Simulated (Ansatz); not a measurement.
A relaxation computed with Ansatz, from input to last step.

```yaml
crystal:
  lattice:
    - [3.9773803119, 0.0, 0.0]
    - [0.0, 3.9773803119, 0.0]
    - [0.0, 0.0, 6.9996934114]
  atoms:
    - { symbol: Zn, position: [0.5, 0.0, 0.2055] }
    - { symbol: Zn, position: [0.0, 0.5, 0.7945] }
    - { symbol: Te, position: [0.5, 0.0, 0.6485] }
    - { symbol: Te, position: [0.0, 0.5, 0.3515] }
    - { symbol: Os, position: [0.0, 0.0, 0.0] }
    - { symbol: Os, position: [0.5, 0.5, 0.0] }
basis:
  ecutwfc: 420
kpoints:
  mp_grid: { grid: [4, 4, 4] }
hamiltonian:
  xc: pbe
scf:
  occupations: { method: gaussian, width: 0.1 }
  lower_state_search: "off"
output:
  forces: true
  stress: true
  eigenvalues: true
relax:
  adjacent_minimum: "off"
  f_tol: 0.04
  max_steps: 70
  cell: { stress_tol: 0.4 }
```

```bash
ansatz run input.yaml --threads 1 --pin off --max-ram 2560MiB --backend cpu --events-out ev --progress --plain --runs-dir out
```

Level of theory: DFT PBE, scalar-relativistic, plane waves, PAW (Ansatz 0.2.0).

Of 9 frames 9 are shown, positions in Å and forces in eV/Å; the SCF threshold varies from step to step. Steps run on the plane waves of an earlier cell, with a Pulay correction in the pressure. The basis is chosen afresh for the last frame, the zero of the energies, and at times for earlier ones too; energy and pressure can step there, also at an unchanged geometry. Where two frames share a geometry here, they differ by under 2 meV/atom and 0.3 GPa. The mark taken_back stands on steps that the optimiser undid.

```xyz
6
Lattice="3.9774 0.0000 0.0000 0.0000 3.9774 0.0000 0.0000 0.0000 6.9997" Properties=species:S:1:pos:R:3:forces:R:3 pbc="T T T" step=1 free_energy_over_end_meV_per_atom=476.58 pressure_GPa=10.09
Zn    1.9887    0.0000    1.4384    0.0000    0.0000    2.1078
Zn    0.0000    1.9887    5.5613    0.0000    0.0000   -2.1078
Te    1.9887    0.0000    4.5393    0.0000    0.0000    0.7332
Te    0.0000    1.9887    2.4604    0.0000    0.0000   -0.7332
Os    0.0000    0.0000    0.0000    0.0000    0.0000    0.0000
Os    1.9887    1.9887    0.0000    0.0000    0.0000    0.0000
6
Lattice="4.1606 0.0000 0.0000 0.0000 4.1606 0.0000 0.0000 0.0000 6.8747" Properties=species:S:1:pos:R:3:forces:R:3 pbc="T T T" step=2 free_energy_over_end_meV_per_atom=304.96 pressure_GPa=-2.28
Zn    2.0803    0.0000    1.5063    0.0000    0.0000    0.3190
Zn    0.0000    2.0803    5.3684    0.0000    0.0000   -0.3190
Te    2.0803    0.0000    4.6497    0.0000    0.0000    1.2494
Te    0.0000    2.0803    2.2250    0.0000    0.0000   -1.2494
Os    0.0000    0.0000    0.0000    0.0000    0.0000    0.0000
Os    2.0803    2.0803    0.0000    0.0000    0.0000    0.0000
6
Lattice="4.2239 0.0000 0.0000 0.0000 4.2239 0.0000 0.0000 0.0000 6.6115" Properties=species:S:1:pos:R:3:forces:R:3 pbc="T T T" step=3 free_energy_over_end_meV_per_atom=143.48 pressure_GPa=-1.14
Zn    2.1120    0.0000    1.5157    0.0000    0.0000    0.1634
Zn    0.0000    2.1120    5.0958    0.0000    0.0000   -0.1634
Te    2.1120    0.0000    4.6560    0.0000    0.0000    1.4215
Te    0.0000    2.1120    1.9555    0.0000    0.0000   -1.4215
Os    0.0000    0.0000    0.0000    0.0000    0.0000    0.0000
Os    2.1120    2.1120    0.0000    0.0000    0.0000    0.0000
6
Lattice="4.2989 0.0000 0.0000 0.0000 4.2989 0.0000 0.0000 0.0000 6.3474" Properties=species:S:1:pos:R:3:forces:R:3 pbc="T T T" step=4 free_energy_over_end_meV_per_atom=43.49 pressure_GPa=2.19
Zn    2.1495    0.0000    1.5149    0.0000    0.0000    0.4155
Zn    0.0000    2.1495    4.8325    0.0000    0.0000   -0.4155
Te    2.1495    0.0000    4.6473    0.0000    0.0000   -0.2972
Te    0.0000    2.1495    1.7001    0.0000    0.0000    0.2972
Os    0.0000    0.0000    0.0000    0.0000    0.0000    0.0000
Os    2.1495    2.1495    0.0000    0.0000    0.0000    0.0000
6
Lattice="4.3793 0.0000 0.0000 0.0000 4.3793 0.0000 0.0000 0.0000 6.0070" Properties=species:S:1:pos:R:3:forces:R:3 pbc="T T T" step=5 free_energy_over_end_meV_per_atom=6.31 pressure_GPa=0.36
Zn    2.1896    0.0000    1.4976    0.0000    0.0000    0.3613
Zn    0.0000    2.1896    4.5094    0.0000    0.0000   -0.3613
Te    2.1896    0.0000    4.3594    0.0000    0.0000   -0.3096
Te    0.0000    2.1896    1.6476    0.0000    0.0000    0.3096
Os    0.0000    0.0000    0.0000    0.0000    0.0000    0.0000
Os    2.1896    2.1896    0.0000    0.0000    0.0000    0.0000
6
Lattice="4.3764 0.0000 0.0000 0.0000 4.3764 0.0000 0.0000 0.0000 5.7745" Properties=species:S:1:pos:R:3:forces:R:3 pbc="T T T" step=6 free_energy_over_end_meV_per_atom=12.84 pressure_GPa=2.27 taken_back
Zn    2.1882    0.0000    1.5150    0.0000    0.0000   -0.2321
Zn    0.0000    2.1882    4.2595    0.0000    0.0000    0.2321
Te    2.1882    0.0000    4.1318    0.0000    0.0000    0.4417
Te    0.0000    2.1882    1.6427    0.0000    0.0000   -0.4417
Os    0.0000    0.0000    0.0000    0.0000    0.0000    0.0000
Os    2.1882    2.1882    0.0000    0.0000    0.0000    0.0000
6
Lattice="4.3787 0.0000 0.0000 0.0000 4.3787 0.0000 0.0000 0.0000 5.9607" Properties=species:S:1:pos:R:3:forces:R:3 pbc="T T T" step=7 free_energy_over_end_meV_per_atom=2.54 pressure_GPa=-0.04
Zn    2.1894    0.0000    1.5137    0.0000    0.0000    0.1556
Zn    0.0000    2.1894    4.4471    0.0000    0.0000   -0.1556
Te    2.1894    0.0000    4.3031    0.0000    0.0000    0.0210
Te    0.0000    2.1894    1.6577    0.0000    0.0000   -0.0210
Os    0.0000    0.0000    0.0000    0.0000    0.0000    0.0000
Os    2.1894    2.1894    0.0000    0.0000    0.0000    0.0000
6
Lattice="4.3804 0.0000 0.0000 0.0000 4.3804 0.0000 0.0000 0.0000 5.9382" Properties=species:S:1:pos:R:3:forces:R:3 pbc="T T T" step=8 free_energy_over_end_meV_per_atom=1.65 pressure_GPa=0.00
Zn    2.1902    0.0000    1.5337    0.0000    0.0000    0.0313
Zn    0.0000    2.1902    4.4045    0.0000    0.0000   -0.0313
Te    2.1902    0.0000    4.2924    0.0000    0.0000    0.0020
Te    0.0000    2.1902    1.6458    0.0000    0.0000   -0.0020
Os    0.0000    0.0000    0.0000    0.0000    0.0000    0.0000
Os    2.1902    2.1902    0.0000    0.0000    0.0000    0.0000
6
Lattice="4.3804 0.0000 0.0000 0.0000 4.3804 0.0000 0.0000 0.0000 5.9382" Properties=species:S:1:pos:R:3:forces:R:3 pbc="T T T" step=9 free_energy_over_end_meV_per_atom=0.00 pressure_GPa=0.16
Zn    2.1902    0.0000    1.5337    0.0000    0.0000    0.0302
Zn    0.0000    2.1902    4.4045    0.0000    0.0000   -0.0302
Te    2.1902    0.0000    4.2924    0.0000    0.0000    0.0013
Te    0.0000    2.1902    1.6458    0.0000    0.0000   -0.0013
Os    0.0000    0.0000    0.0000    0.0000    0.0000    0.0000
Os    2.1902    2.1902    0.0000    0.0000    0.0000    0.0000
```

The start puts this composition into another compound's structure type, which needn't suit it. At the end the space group is P4/nmm (tolerance 0.05 Å).

The run took 86 s on 1 thread of Arm Neoverse V1 (shared host), peak memory 0.44 GiB.

The k mesh is coarse. Spin–orbit coupling is left out, which can shift energies with elements as heavy as these.